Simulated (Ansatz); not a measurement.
Given:

AlPd:
```yaml
crystal:
  lattice:
    - [0.00000, 2.54440, 2.54440]
    - [2.54440, 0.00000, 2.54440]
    - [2.54440, 2.54440, 0.00000]
  atoms:
    - { symbol: Pd, position: [0.00000, 0.00000, 0.00000] }
    - { symbol: Al, position: [0.50000, 0.50000, 0.50000] }
```

This is the r²SCAN-relaxed structure.

**Question.** All from r²SCAN (plane waves, PAW; program Ansatz), unless another level is named. Estimate the density of states at the Fermi level.

**Answer.** 0.29 states/eV per atom (mean over ±0.08 eV).

**Question.** Next, the formation energy from the elements (no fitted shifts)?

**Answer.** -36 kJ/mol of atoms.

Space group Fm-3m (rock salt). The start of the workflow was typed in or built on a structure type; neither database checked (COD, Materials Project) lists it. Whether it is the stable phase at ambient conditions was not checked. The r²SCAN relaxation kept the symmetry of its start. At this level the phase is mechanically unstable. No spin polarisation was allowed. The references are the lowest solids computed at this level, not always the standard phases. Scalar-relativistic: spin–orbit coupling is off unless named, which matters more the heavier the elements.

Potentials: the later of the program's two PAW sets.
